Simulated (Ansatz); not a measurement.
Relaxed candidate structures of Bi:

A. I-43d (No. 220), cI16, AFLOW prototype A_cI16_220_c (as in Li); a = b = c = 8.222 Å, α = β = γ = 90.00°; Bi 16c (0.180, 0.180, 0.180)

B. Fd-3m, origin choice 1 (No. 227), cF8, diamond type; a = b = c = 7.2350 Å, α = β = γ = 90.00°; Bi 8a (0.000, 0.000, 0.000)

C. Pm-3n (No. 223), cP8; a = b = c = 6.350 Å, α = β = γ = 90.00°; Bi 6c (0.000, 0.500, 0.250); Bi 2a (0.000, 0.000, 0.000)

D. P6/mmm (No. 191), hP1, AFLOW prototype A_hP1_191_a (A_f, as in Sn); a = b = 3.418 Å, c = 3.283 Å, α = β = 90.00°, γ = 120.00°; Bi 1a (0.000, 0.000, 0.000)

E. P6₃/mmc (No. 194), hP6; a = b = 6.826 Å, c = 6.480 Å, α = β = 90.00°, γ = 120.00°; Bi 6h (0.519, 0.038, 0.250)

Rank these by energy per atom (lowest first), as r2SCAN (plane waves to 500 eV, PAW, scalar-relativistic; Ansatz, an electronic-structure program) gives it.

D (reference), E (+0.02 eV/atom), A (+0.05 eV/atom), B (+0.12 eV/atom), C (+0.25 eV/atom)

The lowest structure calculated, R-3m, hR2, AFLOW prototype A_hR2_166_c (A7, as in As), is not among these; it lies 0.13 eV/atom below the lowest of them. Probably no minimum, since a slightly shaken restart fell lower: Pm-3n, cP8 (by 0.37 eV/atom, to R-3m); P6/mmm, hP1, AFLOW prototype A_hP1_191_a (A_f, as in Sn) (by 0.06 eV/atom, to Pm-3m). 2 runs with a doubtful electronic state, a coarser numerical grid, an end not at rest or a source that can't be used are left out. 1 generated cell of layers, chains or molecules, poorly bound without dispersion, is left out. Each run could gain symmetry but not lose that of its start, so entries can be saddle points. All of these are generated cells (placed on structure types, drawn at random, substituted or restacked) that were not matched to a known phase here. Energies are at zero temperature and pressure, without zero-point motion. The runs use different k-meshes, so differences are rounded accordingly. No spin polarisation in the result.
